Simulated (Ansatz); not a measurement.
HfO2 (baddeleyite type, space group P2_1/c)

```
HfO2
1.0
    5.16120     0.00000     0.00000
    0.00000     5.21182     0.00000
   -0.89809     0.00000     5.27640
Hf O
4 8
Direct
  0.27574   0.04289   0.20837
  0.72426   0.54289   0.29163
  0.72426   0.95711   0.79163
  0.27574   0.45711   0.70837
  0.06715   0.32865   0.34844
  0.93285   0.82865   0.15156
  0.93285   0.67135   0.65156
  0.06715   0.17135   0.84844
  0.44917   0.75721   0.47664
  0.55083   0.25721   0.02336
  0.55083   0.24279   0.52336
  0.44917   0.74279   0.97664
```

A phonon eigenvector at Γ is frozen into this cell: atom i moves by Q times the vector below, so Q is the largest atomic displacement, in Å. The cell is held.

| atom | x | y | z |
|---|---|---|---|
| Hf1 | 0.082 | 0.089 | -0.408 |
| Hf2 | -0.082 | 0.089 | 0.408 |
| Hf3 | -0.082 | -0.089 | 0.408 |
| Hf4 | 0.082 | -0.089 | -0.408 |
| O5 | -0.490 | -0.728 | 0.479 |
| O6 | 0.490 | -0.728 | -0.479 |
| O7 | 0.490 | 0.728 | -0.479 |
| O8 | -0.490 | 0.728 | 0.479 |
| O9 | 0.020 | 0.008 | 0.078 |
| O10 | -0.020 | 0.008 | -0.078 |
| O11 | -0.020 | -0.008 | -0.078 |
| O12 | 0.020 | -0.008 | 0.078 |

Method: PBE (plane waves to 420 eV, PAW, scalar-relativistic; Ansatz, a first-principles code). k mesh 5×5×5 (Γ-centred), Fermi-Dirac smearing 0.05 eV. The energy includes the smearing's −TS. HfO2 is run without spin polarisation. HfO2 was relaxed with its symmetry unable to fall. Spin-orbit coupling is left out, though Hf is heavy. ΔE is measured from the undisplaced structure.

```
Q (Å)   ΔE (meV/cell)
------  -------------
-0.180          243.8
-0.150       withheld
-0.120          105.8
-0.090           58.9
-0.060           26.0
-0.030            6.5
0.000             0.0
0.030             6.3
0.060            25.0
0.090            56.1
0.120            99.5
0.150           155.4
0.180           224.1
```

Problem. Fit a polynomial form (powers 2, 3, 4) to the given rows and predict ΔE at Q = -0.150.

Solution. Least squares on the 12 given rows: ΔE = (7054)·Q² + (-1710)·Q³ + (5130)·Q⁴, in meV/cell with Q in Å; root-mean-square residual 0.14 meV/cell. At -0.150 the fit gives 167.1 meV/cell; the calculation gives 167.3 meV/cell, so the interpolation is off by -0.2 (-0.1 %). The quadratic term alone would give 158.7 meV/cell.

(A displaced cell: forces are minus the slopes of the energy, force constants its curvatures, and phonons follow from these.)
